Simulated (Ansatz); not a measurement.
ScCu:
```
ScCu
1.0
    3.23736     0.00000     0.00000
    0.00000     3.23736     0.00000
    0.00000     0.00000     3.23736
Sc Cu
1 1
Cartesian
  1.61868   1.61868   1.61868
  0.00000   0.00000   0.00000
```

Relaxed with r²SCAN. Special points in fractions of this cell's reciprocal vectors: Γ (0.000, 0.000, 0.000); X (0.000, 0.500, 0.000); M (0.500, 0.500, 0.000); R (0.500, 0.500, 0.500).

List the band energies nearest the Fermi level at these points for r²SCAN in the plane-wave PAW code Ansatz.

In eV from the Fermi level; about four levels below and three above (degenerate sets whole), none deeper than 8.9 eV; points with the same levels are listed once.

```tsv
k	below	above
Γ	-4.01 -4.01 -3.08 -3.08 -3.08	0.73 0.73 3.48 3.48 3.48
X	-3.20 -3.20 -2.98 -2.16	0.52 1.59 1.59
M	-3.43 -3.43 -2.72 -1.83	0.03 0.03 1.14
R	-2.71 -2.71 -1.55 -1.55 -1.55	3.43 4.26 4.26
```

Space group Pm-3m (CsCl type). The workflow started from an entry of the Crystallography Open Database (COD). Its standing as an ambient phase is unchecked. The cell was relaxed with r²SCAN under the symmetry of its start; whether a distortion lowers the energy is not shown. No spin polarisation was allowed.

Potentials: the later of the program's two PAW sets.
